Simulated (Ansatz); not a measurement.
**ZnSnN$_{2}$: from a starting cell to a relaxed one**

The start is a relaxed ZnSnN2 cell displaced along its unstable phonon at q = (½, ½, 0) of its primitive reciprocal cell (501i cm⁻¹), largest move 0.15 Å. The structure is fully relaxed (lattice and positions, P = 0) with PBEsol (plane waves to 420 eV, PAW, scalar-relativistic; Ansatz, an electronic-structure program). First-step values are on the input's coarse k-mesh.

Ansatz input (later rounds restart from its end on a renewed k-mesh):
Ansatz 0.2 input:
```yaml
crystal:
  lattice:
    - [8.235590269, 0, 0]
    - [4.1177951345, 4.1177951345, 0]
    - [0, 0, 3.0399890812]
  atoms:
    - { symbol: Zn, position: [0, 0.5, 0.5] }
    - { symbol: Zn, position: [0.5, 0.5, 0.5] }
    - { symbol: Sn, position: [0, 0, 0] }
    - { symbol: Sn, position: [0.5, 0, 0] }
    - { symbol: N, position: [0.7317863693, 0.5, 0] }
    - { symbol: N, position: [0.2682136307, 0.5, 0] }
    - { symbol: N, position: [0.2317863693, 0.0364272615, 0] }
    - { symbol: N, position: [0.7682136307, -0.0364272615, 0] }
basis: { ecutwfc: 420, ecutrho_ratio: 4, xc_grid: 2, fft_grid_basis: typed }
kpoints: { mp_grid: { grid: [8, 8, 11] } }
hamiltonian:
  xc: pbesol
  dispersion: none
  pseudopotentials: { kind: paw }
scf: { occupations: { method: fermi_dirac, width: 0.05 } }
relax: { f_tol: 0.01, max_steps: 100, cell: { stress_tol: 0.02 } }
output: { forces: true, stress: true }
```

- Energy released = 0.37 eV/atom
- Volume change = +0.5 %, from 12.89 to 12.95 Å³/atom
- Relative to the parent = It does not go back: it reaches P4/mbm (No. 127), 0.44 eV/atom below the parent
- Shortest distances (start → end) = The closest pairs of elements (up to four, under 3.6 Å), start → end: N–Zn 2.44 → 2.02 Å; N–Sn 2.06 → 2.18 Å; N–N 2.92 → 2.64 Å; Zn–Zn 3.04 → 3.07 Å
- Optimiser moves = 13

Final values are on a 8×8×15 k-mesh of the relaxed cell. No spin polarisation in the result.

The run could not lose the symmetry of its start: the end is stationary, and may be a saddle point rather than a minimum.

The relaxed structure here is a generated cell of ZnSnN2: the first start was made by placing the elements on the sites of a structure type, and the end was not matched to a known phase here, so it may be hypothetical.
